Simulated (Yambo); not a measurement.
GaAlN₂ (space group P3m1, No. 156), G0W0@PBEsol in Yambo with this input:

```
rim_cut
gw0
dyson
el_el_corr
HF_and_locXC
ppa
em1d
RandQpts= 1000000
RandGvec= 1 Ry
EXXRLvcs= 84 Ry
VXCRLvcs= 336 Ry
Chimod= "HARTREE"
% BndsRnXp
 1 | 170 |
%
NGsBlkXp= 8 Ry
% LongDrXp
 1.0 | 1.0 | 1.0 |
%
PPAPntXp= 27.2114 eV
% GbndRnge
 1 | 170 |
%
GTermKind= "BG"
DysSolver= "n"
ExtendOut
```

On a 6×6×2 mesh, with wavefunctions cut at 84 Ry, the gap (Γ → Γ) is 3.727 eV and the valence edge shifts by -0.332 eV.

**Question.** What happens with this change: no terminator?

**Answer.** The gap falls by 0.088 eV, to 3.639 eV; the shift of the valence edge becomes -0.103 eV. Neither run is shown to be the converged limit.

The standard potential for Ga keeps a d shell in the valence without the s and p states of that shell. In tests on such compounds this moved G0W0 gaps by up to about 0.9 eV, so absolute quasiparticle energies here are unreliable; differences between settings are what counts.

Spin-orbit coupling is included.

Geometry relaxed with PBEsol; primitive cell a = b = 3.1467 Å, c = 5.0982 Å, α = β = 90.00°, γ = 120.00°.

The structure is a Materials Project entry; no match was found in the copy of COD used, and its stability was not checked.

A shift is the quasiparticle energy of the state minus its PBEsol energy.
